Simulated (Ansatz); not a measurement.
A distorted cell of Cr₂N (space group P-31m):

```
CELL_PARAMETERS angstrom
      4.81741     0.00000     0.00000
     -2.40871     4.17200     0.00000
      0.00000     0.00000     4.45000
ATOMIC_POSITIONS crystal
  Cr 0.32334 0.00000 0.25773
  Cr 0.00000 0.32334 0.25773
  Cr 0.67666 0.67666 0.25773
  Cr 0.00000 0.67666 0.74227
  Cr 0.67666 0.00000 0.74227
  Cr 0.32334 0.32334 0.74227
  N  0.33333 0.66667 0.50000
  N  0.66667 0.33333 0.50000
  N  0.00000 0.00000 0.00000
```

Computed with PBEsol (plane waves to 420 eV, PAW, scalar-relativistic; Ansatz, a first-principles code). k mesh 11×11×11 (Γ-centred), Fermi-Dirac smearing 0.05 eV. Energies are smeared free energies. Stress and pressure are positive under compression. Cr2N is run without spin polarisation. Cr2N was relaxed with its symmetry unable to fall.

Problem. What is the stress tensor (GPa)?

Solution. 
```
  -16.9      0.0      0.0
    0.0    -16.9      0.0
    0.0      0.0    -16.8
```
The pressure, a third of the trace, is -16.9 GPa.

Problem. It is the relaxed cell scaled evenly to V/V₀ = 1.064, atoms relaxed where free. What is its energy relative to the relaxed cell?

Solution. 33 meV/atom.

(Under strain, the slope of the energy per volume gives the stress and its curvature an elastic modulus.)
